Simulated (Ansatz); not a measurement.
Starting cell, KTaO₃ (cubic perovskite):

```yaml
crystal:
  lattice:
    - [8.04636, 0.00000, 0.00000]
    - [4.02318, 4.02318, 0.00000]
    - [0.00000, 0.00000, 4.02318]
  atoms:
    - { symbol: K, position: [0.00000, 0.00000, 0.00000] }
    - { symbol: K, position: [0.50000, 0.00000, 0.00000] }
    - { symbol: Ta, position: [0.00000, 0.50000, 0.50000] }
    - { symbol: Ta, position: [0.50000, 0.50000, 0.50000] }
    - { symbol: O, position: [0.75000, 0.50000, 0.50000] }
    - { symbol: O, position: [0.25000, 0.50000, 0.50000] }
    - { symbol: O, position: [0.00000, 0.50000, 0.00000] }
    - { symbol: O, position: [0.50000, 0.50000, 0.00000] }
    - { symbol: O, position: [0.25000, 0.00000, 0.50000] }
    - { symbol: O, position: [0.75000, 0.00000, 0.50000] }
```

A phonon eigenvector at M = (0.5, 0.5, 0.0) is frozen into this cell: atom i moves by Q times the vector below, so Q is the largest atomic displacement, in Å. The cell is held. (q is in reciprocal vectors of the primitive cell; the cell shown is doubled to hold the pattern.)

```csv
atom,x,y,z
O5,0.000,1.000,0.000
O6,0.000,-1.000,0.000
O9,-1.000,0.000,0.000
O10,1.000,0.000,0.000
```

Atoms not listed stay in place.

The numbers are results of PBE (plane waves to 420 eV, PAW, scalar-relativistic; Ansatz, a quantum-chemistry and plane-wave program), not measurements. k mesh 8×8×8 (Γ-centred), Fermi-Dirac smearing 0.05 eV. E stands for the smeared free energy. KTaO3 is run without spin polarisation. KTaO3 was relaxed with its symmetry unable to fall. Spin-orbit coupling is left out, though Ta is heavy. The PAW data are Ansatz's earlier set. ΔE is measured from the undisplaced structure.

| Q (Å) | ΔE (meV/cell) |
|---|---|
| -0.1000 | 31.9 |
| -0.0833 | 22.0 |
| -0.0667 | 14.0 |
| -0.0500 | 7.8 |
| -0.0333 | withheld |
| -0.0167 | 0.9 |
| 0.0000 | 0.0 |
| 0.0167 | 0.9 |
| 0.0333 | withheld |
| 0.0500 | 7.8 |
| 0.0667 | 14.0 |
| 0.0833 | 22.0 |
| 0.1000 | 31.9 |

Q: Fit an even polynomial form (powers 2, 4) to the given rows and predict ΔE at Q = -0.0333.

A: Least squares on the 11 given rows: ΔE = (3112)·Q² + (7860)·Q⁴, in meV/cell with Q in Å; root-mean-square residual 0.02 meV/cell. At -0.0333 the fit gives 3.5 meV/cell; the calculation gives 3.5 meV/cell, the same to the digits shown. The quadratic term alone would give 3.5 meV/cell.

(A displaced cell: forces are minus the slopes of the energy, force constants its curvatures, and phonons follow from these.)
